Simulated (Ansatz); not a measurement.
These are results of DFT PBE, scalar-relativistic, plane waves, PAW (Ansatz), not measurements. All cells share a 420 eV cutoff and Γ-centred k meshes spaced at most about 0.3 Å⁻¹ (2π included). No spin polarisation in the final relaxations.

All energies are static (0 K, no zero-point motion).

Two forms of Al3BP4 were relaxed alike.

1.

```cif
data_structure
_symmetry_space_group_name_H-M 'P-43m'
_symmetry_Int_Tables_number 215
_cell_length_a 5.2766
_cell_length_b 5.2766
_cell_length_c 5.2766
_cell_angle_alpha 90.000
_cell_angle_beta 90.000
_cell_angle_gamma 90.000
_cell_volume 146.92
loop_
_atom_site_label
_atom_site_type_symbol
_atom_site_symmetry_multiplicity
_atom_site_Wyckoff_symbol
_atom_site_fract_x
_atom_site_fract_y
_atom_site_fract_z
_atom_site_occupancy
Al1 Al 3 c 0.50000 0.00000 0.50000 1
B1 B 1 a 0.00000 0.00000 0.00000 1
P1 P 4 e 0.22591 0.77409 0.77409 1
```

2.

```cif
data_structure
_symmetry_space_group_name_H-M 'P3m1'
_symmetry_Int_Tables_number 156
_cell_length_a 3.7175
_cell_length_b 3.7175
_cell_length_c 12.4515
_cell_angle_alpha 90.000
_cell_angle_beta 90.000
_cell_angle_gamma 120.000
_cell_volume 149.02
loop_
_atom_site_label
_atom_site_type_symbol
_atom_site_symmetry_multiplicity
_atom_site_Wyckoff_symbol
_atom_site_fract_x
_atom_site_fract_y
_atom_site_fract_z
_atom_site_occupancy
Al1 Al 1 a 0.00000 0.00000 0.75069 1
Al2 Al 1 c 0.66667 0.33333 0.01289 1
Al3 Al 1 c 0.66667 0.33333 0.48869 1
B1 B 1 a 0.00000 0.00000 0.25597 1
P1 P 1 a 0.00000 0.00000 0.41613 1
P2 P 1 a 0.00000 0.00000 0.94116 1
P3 P 1 c 0.66667 0.33333 0.20546 1
P4 P 1 c 0.66667 0.33333 0.67900 1
```

Question: Which would you expect to be lower, and how large is the difference?

Answer: Cell 1 is lower, by 53 meV/atom. Cell 1 has Al and B ordered on zinc blende sites, space group P-43m (No. 215), 18.4 Å³/atom and a gap of 1.04 eV on its mesh; cell 2 has Al and B ordered on wurtzite sites, space group P3m1 (No. 156), 18.6 Å³/atom and a gap of 0.90 eV. Counting P atoms around Al and B (those within 1.25 times the shortest such distance or 1.15 times the sum of covalent radii; a plus sign parts nearer from farther groups), cell 1 has Al 4, B 4 and cell 2 has Al 4, B 1+3. In cell 1, Al has 4 P at 2.37 Å; B is surrounded by 4 P at 2.06 Å; around P lie 1 B at 2.06 Å and 3 Al at 2.37 Å. In cell 2, Al on its first site has 4 P at 2.32–2.37 Å; around B lie 1 P at 1.99 Å and 3 P at 2.24 Å; around P on its first site lie 1 B at 1.99 Å and 3 Al at 2.33 Å; 5 more sites not described. Both come from invented guesses. A third cell relaxed alike, in I-42m, lies 47 meV/atom below the lower of the two.

Kohn–Sham gaps at this level usually fall short of measured ones. With atoms moved at random, P3m1 came back. Other cells relaxed within their symmetry can be saddle points.
